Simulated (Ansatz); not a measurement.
This cell of ZrPbO₃ (cubic perovskite) is off equilibrium:

```
CELL_PARAMETERS angstrom
      8.21717     0.00000     0.00000
      4.10859     4.10859     0.00000
      0.00000     0.00000     4.10859
ATOMIC_POSITIONS crystal
  Zr 0.00000 0.00000 0.00000
  Zr 0.50000 0.00000 0.00000
  Pb 0.00000 0.50000 0.50000
  Pb 0.50000 0.50000 0.50000
  O  0.29016 0.91968 0.00000
  O  0.70984 0.08032 0.00000
  O  0.79016 0.50000 0.00000
  O  0.20984 0.50000 0.00000
  O  0.00000 0.00000 0.50000
  O  0.50000 0.00000 0.50000
```

Method: LDA (plane waves to 420 eV, PAW, scalar-relativistic; Ansatz, a program for electronic structure). k mesh 8×8×8 (Γ-centred), Fermi-Dirac smearing 0.05 eV. Stress and pressure are positive under compression. Spin-orbit coupling is left out, though Pb is heavy. This is a high-temperature form of ZrPbO3. ZrPbO3 is run without spin polarisation. ZrPbO3 was relaxed with its symmetry unable to fall.

Task: Predict the force on every atom, in eV/Å.

Result: 
```tsv
atom	Fx	Fy	Fz
Zr1	0.000	0.000	0.000
Zr2	0.000	0.000	0.000
Pb3	0.000	0.000	0.000
Pb4	0.000	0.000	0.000
O5	0.000	-0.225	0.000
O6	0.000	0.225	0.000
O7	0.225	0.000	0.000
O8	-0.225	0.000	0.000
O9	0.000	0.000	0.000
O10	0.000	0.000	0.000
```

Task: What is the stress tensor (GPa)?

Result: 
```
  -2.73     0.00     0.00
   0.00    -2.73     0.00
   0.00     0.00     0.29
```
The pressure, a third of the trace, is -1.72 GPa.

(A displaced cell: forces are minus the slopes of the energy, force constants its curvatures, and phonons follow from these.)
